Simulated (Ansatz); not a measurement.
NbAu$_{2}$:
```
CELL_PARAMETERS angstrom
      4.66432     0.00000     0.00000
     -2.33216     4.03942     0.00000
      0.00000     0.00000     2.73882
ATOMIC_POSITIONS crystal
  Au 0.33333 0.66667 0.50000
  Au 0.66667 0.33333 0.50000
  Nb 0.00000 0.00000 0.00000
```

Relaxed with r²SCAN. Special points in fractions of this cell's reciprocal vectors: Γ (0.000, 0.000, 0.000); M (0.500, 0.000, 0.000); K (0.333, 0.333, 0.000); A (0.000, 0.000, 0.500); L (0.500, 0.000, 0.500); H (0.333, 0.333, 0.500).

Question: List the band energies nearest the Fermi level at these points for r²SCAN in the plane-wave PAW code Ansatz.

Answer: In eV from the Fermi level; about four levels below and three above (degenerate sets whole), none deeper than 8.9 eV; points with the same levels are listed once.

```
k                          below                above
-  -----------------------------  -------------------
Γ  -3.58 -3.58 -2.65 -2.21 -2.21       2.74 2.86 2.86
M        -3.32 -3.06 -2.48 -0.76       0.59 0.68 2.54
K        -3.96 -3.25 -3.15 -2.11  0.53 0.53 2.76 2.76
A        -5.28 -5.28 -3.35 -2.04       0.04 0.04 0.34
L        -3.36 -2.51 -1.14 -0.90       0.51 0.86 1.28
H        -1.10 -1.10 -0.85 -0.85  1.38 2.96 3.85 3.85
```

Space group P6/mmm. The workflow started from an entry of the Crystallography Open Database (COD). Its standing as an ambient phase is unchecked. The cell was relaxed with r²SCAN under the symmetry of its start; its stability against distortions is not shown here. The run is not spin-polarised. Spin–orbit coupling is left out wherever it is not named.

Potentials: the later of the program's two PAW sets.
